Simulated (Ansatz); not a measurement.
The cell below belongs to a search over invented structures; it isn't taken from experiment.

Input and command of a plane-wave DFT calculation in Ansatz:

```yaml
crystal:
  lattice:
    - [5.91856698, 0.0, 0.0]
    - [-2.95928349, 5.12562936, 0.0]
    - [0.0, 0.0, 8.41535205]
  atoms:
    - { symbol: In, position: [0.33333333, 0.66666667, 0.7533262] }
    - { symbol: In, position: [0.33333333, 0.66666667, 0.2466738] }
    - { symbol: In, position: [0.66666667, 0.33333333, 0.2466738] }
    - { symbol: In, position: [0.66666667, 0.33333333, 0.7533262] }
    - { symbol: In, position: [0.0, 0.0, 0.69728919] }
    - { symbol: In, position: [0.0, 0.0, 0.30271081] }
    - { symbol: S, position: [0.0, 0.0, 0.5] }
    - { symbol: S, position: [0.33333333, 0.66666667, 0.0] }
    - { symbol: S, position: [0.66666667, 0.33333333, 0.0] }
    - { symbol: S, position: [0.0, 0.0, 0.0] }
basis:
  ecutwfc: 420
kpoints:
  mp_grid: { grid: [3, 3, 2] }
hamiltonian:
  xc: pbe
scf:
  occupations: { method: gaussian, width: 0.1 }
  lower_state_search: "off"
output:
  forces: true
  stress: true
  eigenvalues: true
relax:
  adjacent_minimum: "off"
  f_tol: 0.04
  max_steps: 70
  cell: { stress_tol: 0.4 }
```

```bash
ansatz run input.yaml --threads 1 --pin off --max-ram 2560MiB --backend cpu --events-out ev --progress --plain --runs-dir out
```

Processor: Intel(R) Xeon(R) 6975P-C (Granite Rapids), 1 thread, on a host shared with other jobs.

**Question.** Estimate time, memory and problem size.

**Answer.** About 68 s, peak memory 0.59 GiB. It solves 62 bands at 6 k points (after reduction by symmetry) with about 5407 plane waves (on the last cell), in 139 SCF iterations over 17 ionic steps.
